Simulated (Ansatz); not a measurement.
SiC:
Space group P6₂22 (No. 180); a = 3.0658 Å, b = 3.0658 Å, c = 7.0311 Å, α = 90.00°, β = 90.00°, γ = 120.00°

```csv
atom,site,symmetry,x,y,z
Si,3d,222,0.5000,0.0000,0.5000
C,3c,222,0.5000,0.0000,0.0000
```

This is the PBEsol-relaxed structure.

Task: All from DFT-PBEsol in the program Ansatz with PAW potentials, unless another level is named. Predict the static dielectric constant ε0 (ions relaxed, cell fixed).

Result: 23.5 (xx = yy), 17.4 (zz).

Task: What about the electronic dielectric constant ε∞ (DFPT)?

Result: 11.3 (xx = yy), 11.4 (zz).

Task: Next, the Born charges (a third of the trace)?

Result: Si +3.24, C -3.24 e.

Space group P6_222. The start of the workflow was typed in or built on a structure type; neither database checked (COD, Materials Project) lists it. It is not the phase usual at ambient conditions (space group No. 186, 216). Symmetry was held in the PBEsol relaxation; phonons on a q-mesh show no instability. Its formation energy is positive at this level, so the cell may be metastable or incomplete.

Potentials: the later of the program's two PAW sets.
